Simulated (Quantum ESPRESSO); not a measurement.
Simulation results for Si$_{4}$NO$_{6}$F (made-up cell)

All values are calculated (Quantum ESPRESSO 7.5). Calculation on a made-up crystal cell, not a measurement: periodic Kohn-Sham density functional theory in plane waves with PseudoDojo standard norm-conserving scalar-relativistic pseudopotentials, each functional with its own files (v0.5 for PBE, v0.4.1 for LDA and PBEsol), no spin polarisation, no spin-orbit coupling, atoms not relaxed, stress positive in tension, energies less a fixed whole-eV offset for each atom's element; levels are Kohn-Sham levels at fractions of this cell's reciprocal vectors, counted from the reference band (half the neutral cell's valence electrons, rounded up) at Gamma; error bars cover cutoff and k-mesh only, not smearing or the files; each bar is the largest change over components, and at least 0.002 eV, 0.002 eV per angstrom or 0.02 GPa; added strain carries the atoms with the cell, and shear is the tensor component; no dispersion term; energies are for the whole cell, and the offsets were chosen from early runs and are not element reference energies.

Settings shared by all entries: lattice type rutile, doubled along c; functional pbe; cutoff 1143 eV; fermi dirac smearing 0.025 eV; scf tolerance 1e-07 eV; electrons removed 0; added strain kind biaxial xx and yy; k mesh 5 x 5 x 4, shifted by half a step.

(1) Si$_{4}$NO$_{6}$F (made-up cell)

Unstrained structure:
```
Si4NO6F
1.0
      4.1817    -0.0218     0.0056
     -0.0218     4.2277     0.0728
      0.0071     0.0926     5.3699
Si O F O N O
4 3 1 1 1 2
Direct
  -0.03368 -0.01714 -0.03444
  0.52712 0.52712 0.24371
  0.01448 -0.01458 0.48213
  0.49497 0.44587 0.77759
  0.33198 0.30727 0.01067
  0.70272 0.68612 -0.01722
  0.79190 0.19280 0.26722
  0.20518 0.76091 0.26748
  0.31153 0.26057 0.50098
  0.71387 0.72040 0.50777
  0.78971 0.20339 0.73360
  0.20349 0.79519 0.75936
```

* added strain: 0.0198
* structure shown: before the added strain of 0.0198
* stress zz: ?

Atoms:
| atoms element | atom site | atom energy offset (eV) |
| --- | --- | --- |
| Si | 1 | -115 |
| Si | 2 | -115 |
| Si | 3 | -115 |
| Si | 4 | -115 |
| O | 5 | -452 |
| O | 6 | -452 |
| O | 7 | -452 |
| F | 8 | -677 |
| O | 9 | -452 |
| N | 10 | -283 |
| O | 11 | -452 |
| O | 12 | -452 |

(2) Si$_{4}$NO$_{6}$F (made-up cell)

Structure as in entry 1.

- added strain: 0.023
- structure shown: before the added strain of 0.023
- stress xy: ?
- stress yz: ?
- stress xx: ?

Atoms:
| atoms element | atom site | atom energy offset (eV) |
| --- | --- | --- |
| Si | 1 | -115 |
| Si | 2 | -115 |
| Si | 3 | -115 |
| Si | 4 | -115 |
| O | 5 | -452 |
| O | 6 | -452 |
| O | 7 | -452 |
| F | 8 | -677 |
| O | 9 | -452 |
| N | 10 | -283 |
| O | 11 | -452 |
| O | 12 | -452 |

Questions
1. Si$_{4}$NO$_{6}$F (made-up cell) (entry 1): stress zz?
2. Give the table of levels values for Si$_{4}$NO$_{6}$F (made-up cell) (entry 1).
3. Give the missing stress xy for Si$_{4}$NO$_{6}$F (made-up cell) (entry 2).
4. Si$_{4}$NO$_{6}$F (made-up cell) (entry 2): stress yz?
5. Si$_{4}$NO$_{6}$F (made-up cell) (entry 2): stress xx?

Calculated values
1. -19.99 GPa
2. 
Levels:
| level k point | next band up (eV) |
| --- | --- |
| Gamma | 0.8425 |
| (1/2,1/2,1/2) | 1.611 |
| (0.15,0,0) | 1.179 |
| (0,0.15,0) | 1.134 |
| (0,0,0.15) | 1.047 |
3. 7.112 GPa
4. 11.33 GPa
5. -10.76 GPa

Further results for Si$_{4}$NO$_{6}$F (made-up cell) (entry 1):

* free energy less offsets: 11.41 eV
* scf iterations: 13
* smearing term minus ts: 0 eV
* pressure: 12.49 GPa
* stress xx: -12.95 GPa
* stress yy: -4.529 GPa
* stress yz: 11.47 GPa
* stress xz: 4.599 GPa
* stress xy: 7.042 GPa
* reference band: 32
* error bar energy: 0.002347 eV
* error bar stress: 0.03116 GPa
* error bar force: 0.002 eV/Å
* error bar next band up: 0.002 eV
* error bars from: tighter rerun of a related cell

Forces:
| site | x (eV/Å) | y (eV/Å) | z (eV/Å) |
| --- | --- | --- | --- |
| 1 | -0.8332 | 1.807 | -0.7994 |
| 2 | 3.367 | -2.794 | 5.532 |
| 3 | -2.463 | 1.545 | 3.693 |
| 4 | 2.659 | 4.929 | -10.03 |
| 5 | -3.642 | -2.455 | 4.152 |
| 6 | -0.1719 | 0.3852 | 2.142 |
| 7 | 2.897 | -1.043 | -4.226 |
| 8 | -0.6712 | 1.073 | -2.282 |
| 9 | -0.2502 | 1.753 | -0.2479 |
| 10 | -3.106 | -4.054 | -1.968 |
| 11 | 3.068 | -2.073 | 2.903 |
| 12 | -0.8528 | 0.9255 | 1.135 |

Further results for Si$_{4}$NO$_{6}$F (made-up cell) (entry 2):

* free energy less offsets: 11.38 eV
* scf iterations: 13
* smearing term minus ts: 0 eV
* pressure: 10.72 GPa
* stress yy: -2.443 GPa
* stress zz: -18.96 GPa
* stress xz: 4.509 GPa
* reference band: 32
* error bar energy: 0.002347 eV
* error bar stress: 0.03116 GPa
* error bar force: 0.002 eV/Å
* error bar next band up: 0.002 eV
* error bars from: tighter rerun of a related cell

Forces:
| site | x (eV/Å) | y (eV/Å) | z (eV/Å) |
| --- | --- | --- | --- |
| 1 | -0.9095 | 1.737 | -0.8283 |
| 2 | 3.336 | -2.746 | 5.473 |
| 3 | -2.475 | 1.532 | 3.643 |
| 4 | 2.712 | 4.821 | -9.926 |
| 5 | -3.532 | -2.349 | 4.093 |
| 6 | -0.1852 | 0.3715 | 2.119 |
| 7 | 2.908 | -1.073 | -4.159 |
| 8 | -0.6492 | 1.059 | -2.23 |
| 9 | -0.2503 | 1.734 | -0.2334 |
| 10 | -3.071 | -4.013 | -1.975 |
| 11 | 3.026 | -2.056 | 2.899 |
| 12 | -0.9107 | 0.9817 | 1.126 |

Levels:
| level k point | next band up (eV) |
| --- | --- |
| Gamma | 0.7896 |
| (1/2,1/2,1/2) | 1.576 |
| (0.15,0,0) | 1.133 |
| (0,0.15,0) | 1.087 |
| (0,0,0.15) | 0.9974 |
